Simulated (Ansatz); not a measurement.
I:
```cif
data_I8
_chemical_formula_sum 'I8'
_space_group_name_H-M_alt 'Cmce'
_space_group_IT_number 64
_space_group_name_Hall '-C 2ac 2'
_cell_length_a 7.50637
_cell_length_b 4.39234
_cell_length_c 9.62365
_cell_angle_alpha 90.000
_cell_angle_beta 90.000
_cell_angle_gamma 90.000
loop_
_space_group_symop_operation_xyz
  'x, y, z'
  '-x, -y, -z'
  '-x+1/2, -y, z+1/2'
  'x+1/2, y, -z+1/2'
  'x, -y, -z'
  '-x, y, z'
  '-x+1/2, y, -z+1/2'
  'x+1/2, -y, z+1/2'
  'x+1/2, y+1/2, z'
  '-x+1/2, -y+1/2, -z'
  '-x, -y+1/2, z+1/2'
  'x, y+1/2, -z+1/2'
  'x+1/2, -y+1/2, -z'
  '-x+1/2, y+1/2, z'
  '-x, y+1/2, -z+1/2'
  'x, -y+1/2, z+1/2'
loop_
_atom_site_label
_atom_site_type_symbol
_atom_site_symmetry_multiplicity
_atom_site_Wyckoff_symbol
_atom_site_fract_x
_atom_site_fract_y
_atom_site_fract_z
_atom_site_occupancy
I1 I 8 f 0.00000 0.32640 0.37723 1
```
(The calculation used a cell of 4 atoms; values per cell refer to that cell.)

Relaxed with PBEsol.

Question: Which orbitals make up the states near the band edges in the program Ansatz at the PBEsol level (PAW)?

Answer: Top 1 eV of the valence band: I 5p 98 %. Bottom 1 eV of the conduction band: I 5p 96 %. Projections are on Löwdin-orthogonalised atomic valence shells; empty p or d shells of many metals are not among them.

Question: Tabulate the density of states.

Answer: States/eV per cell of 4 atoms, in 0.25 eV bins, energy from the valence-band maximum.

```tsv
E (eV)	total	I 5p	I 5s
-7.85	0.00	0.00	0.00
-7.60	0.00	0.00	0.00
-7.35	0.00	0.00	0.00
-7.10	0.00	0.00	0.00
-6.85	0.00	0.00	0.00
-6.60	0.00	0.00	0.00
-6.35	0.00	0.00	0.00
-6.10	0.00	0.00	0.00
-5.85	0.00	0.00	0.00
-5.60	0.00	0.00	0.00
-5.35	0.00	0.00	0.00
-5.10	0.25	0.25	0.00
-4.85	4.05	3.97	0.05
-4.60	5.04	4.92	0.10
-4.35	2.69	2.59	0.08
-4.10	1.23	1.17	0.05
-3.85	1.66	1.58	0.07
-3.60	2.64	2.55	0.08
-3.35	3.36	3.25	0.08
-3.10	3.33	3.24	0.07
-2.85	3.31	3.22	0.07
-2.60	3.59	3.50	0.07
-2.35	4.07	3.97	0.06
-2.10	5.15	5.04	0.07
-1.85	5.40	5.29	0.06
-1.60	5.13	5.02	0.06
-1.35	5.19	5.06	0.08
-1.10	5.54	5.41	0.07
-0.85	5.84	5.73	0.05
-0.60	6.62	6.52	0.05
-0.35	4.47	4.38	0.05
-0.10	1.44	1.40	0.02
0.15	0.00	0.00	0.00
0.40	0.00	0.00	0.00
0.65	0.00	0.00	0.00
0.90	1.38	1.30	0.04
1.15	2.71	2.57	0.07
1.40	3.82	3.66	0.06
1.65	4.27	4.12	0.04
1.90	2.71	2.64	0.02
2.15	1.11	1.09	0.01
2.40	0.00	0.00	0.00
2.65	0.00	0.00	0.00
2.90	0.00	0.00	0.00
3.15	0.00	0.00	0.00
3.40	0.00	0.00	0.00
3.65	0.00	0.00	0.00
3.90	0.00	0.00	0.00
4.15	0.00	0.00	0.00
4.40	0.00	0.00	0.00
4.65	0.22	0.00	0.00
4.90	0.68	0.01	0.00
5.15	1.64	0.01	0.00
5.40	2.84	0.02	0.00
5.65	3.75	0.03	0.00
```

The cell was relaxed with PBEsol under the symmetry of its start. A crystal of weakly bound molecules computed without a dispersion correction: the cell and the soft elastic constants depend strongly on that. Spin–orbit coupling is left out wherever it is not named.

Potentials: the later of the program's two PAW sets.
